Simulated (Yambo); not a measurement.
Yambo run on SiC (6H, space group P6_3mc, No. 186). The wavefunctions come from this Quantum ESPRESSO step (PBEsol, PseudoDojo standard norm-conserving files, scalar-relativistic):

```
&CONTROL
  calculation = 'nscf'
  pseudo_dir = './pseudo'
  outdir = './out'
/
&SYSTEM
  ibrav = 0
  nat = 12
  ntyp = 2
  ecutwfc = 82.0
  ecutrho = 328.0
  occupations = 'fixed'
  force_symmorphic = .true.
  nbnd = 231
/
&ELECTRONS
  conv_thr = 1.2000000000000002e-08
  diago_full_acc = .true.
  diago_thr_init = 1e-08
/
ATOMIC_SPECIES
C 12.0110 C.upf
Si 28.0850 Si.upf
CELL_PARAMETERS angstrom
  3.076619966000   0.000000000000   0.000000000000
 -1.538309983000   2.664431049000   0.000000000000
  0.000000000000   0.000000000000  15.098080000000
ATOMIC_POSITIONS crystal
C   0.000000000000   0.000000000000   0.874370000000
C   0.000000000000   0.000000000000   0.374370000000
C   0.333333333000   0.666666667000   0.708000000000
C   0.666666667000   0.333333333000   0.208000000000
C   0.666666667000   0.333333333000   0.541520000000
C   0.333333333000   0.666666667000   0.041520000000
Si   0.333333333000   0.666666667000   0.832990000000
Si   0.666666667000   0.333333333000   0.332990000000
Si   0.666666667000   0.333333333000   0.666500000000
Si   0.333333333000   0.666666667000   0.166500000000
Si   0.000000000000   0.000000000000   0.499730000000
Si   0.000000000000   0.000000000000   0.999730000000
K_POINTS automatic
6 6 1 0 0 0
```

Yambo input:

```
rim_cut
gw0
dyson
el_el_corr
HF_and_locXC
ppa
em1d
RandQpts= 1000000
RandGvec= 1 Ry
EXXRLvcs= 82 Ry
VXCRLvcs= 328 Ry
Chimod= "HARTREE"
% BndsRnXp
 1 | 229 |
%
NGsBlkXp= 8 Ry
% LongDrXp
 1.0 | 1.0 | 1.0 |
%
PPAPntXp= 27.2114 eV
% GbndRnge
 1 | 229 |
%
GTermKind= "BG"
DysSolver= "n"
ExtendOut
% QPkrange
 1 | 1 | 24 | 25 |
 4 | 4 | 24 | 25 |
 7 | 7 | 24 | 25 |
%
```

k points by index: 1 = Γ, 4 = M, 7 = K.

Resulting energies as the program prints them:

```
#    K-point    Band    Eo [eV]    E [eV]    E-Eo [eV]    Vxc [eV]    Vnlxc [eV]    Sc|Eo [eV]    Sc|E [eV]    dSc/dw|Eo [eV]    Re(Z)    Im(Z)
#
    1    24    0.000000    -0.458512    -0.458512    -14.83284    -17.43802    2.031339    2.146674    -6.843711    0.799038    -0.001132
    1    25    5.135518    5.618325    0.482807    -12.19673    -6.991655    -4.609289    -4.722268    -6.366139    0.810403    -0.001159
    4    24    -1.109184    -1.696254    -0.587070    -14.39657    -17.45511    2.320873    2.471470    -6.979362    0.795868    -0.001169
    4    25    1.916802    2.271786    0.354984    -11.08682    -6.893980    -3.760440    -3.837856    -5.933034    0.820993    -0.001048
    7    24    -2.093808    -2.764801    -0.670993    -13.89325    -17.23952    2.500554    2.675271    -7.084512    0.793428    -0.001181
    7    25    3.366402    3.800537    0.434134    -10.87384    -6.206102    -4.139276    -4.233603    -5.911187    0.821535    -0.001055
```
(The two width columns are left out.) Convergence of these settings isn't established.

Geometry of the Materials Project entry, not relaxed at this level.
